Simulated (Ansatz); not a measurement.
PbS:
```xyz
2
Lattice="4.0532 0.0000 0.0000 -2.0266 3.5101 0.0000 0.0000 0.0000 3.7806" Properties=species:S:1:pos:R:3 pbc="T T T"
Pb     0.0000     0.0000     0.0000
S      2.0266     1.1700     1.8903
```

Relaxed with r²SCAN.

Q: Map the valence electron density (e/Å³), cut off at 1 on the plane through (0.000, 0.000, 0.000) spanned by u = [0, 0, 1] and v = [1, -1, 0] in lattice vectors, from the program Ansatz at the r²SCAN level (PAW).

A: x is the fraction of u, y of v (the angle between them is 90°; rows are the nearest grid lines); atoms in the plane: Pb at (0.00, 0.00), S at (0.50, 0.67).
```
|@@@@@*:.    .:*@@@@@|
|@@@@@=:.    .:=@@@@@|
|@@@@*-..    ..-*@@@@|
|*+=-:..........:-=+*|
|::::.:::----:::.::::|
|  ..:-+#%@@%#+-:..  |
|   .:=#@@@@@@#=:.   |
|  ..-*@@#..#@@*-..  |
|  ..-*@@*  *@@*-..  |
|   .:=#@@@@@@#=:.   |
|   .:-+#@@@@#+-:.   |
|     .::----::.     |
|      ........      |
|                    |
|                    |
|                    |
|                    |
|                    |
|                    |
|:::..          ..:::|
|*+=-:.        .:-=+*|
|@@@@*-.      .-*@@@@|
|@@@@@=:.    .:=@@@@@|
|@@@@@*:.    .:*@@@@@|
```
Scale: ten equal steps from 0.017 (start of ' ') to 1.00 (end of '@'), in the order ' .:-=+*#%@'; x runs from 0.000 to 1.00, y from 0.000 (bottom) to 1.00 (top).

The density is the valence pseudo-density with augmentation charge, so density and ELF within about 1 Å of a nucleus are not all-electron values.

Space group P-6m2. The workflow started from a Materials Project entry (that database holds measured and hypothetical structures alike); the Crystallography Open Database copy checked does not list it. It is not the phase usual at ambient conditions (space group No. 225). Symmetry was held in the r²SCAN relaxation; its stability against distortions is not shown here. Spin–orbit coupling is left out wherever it is not named.

Potentials: the later of the program's two PAW sets.
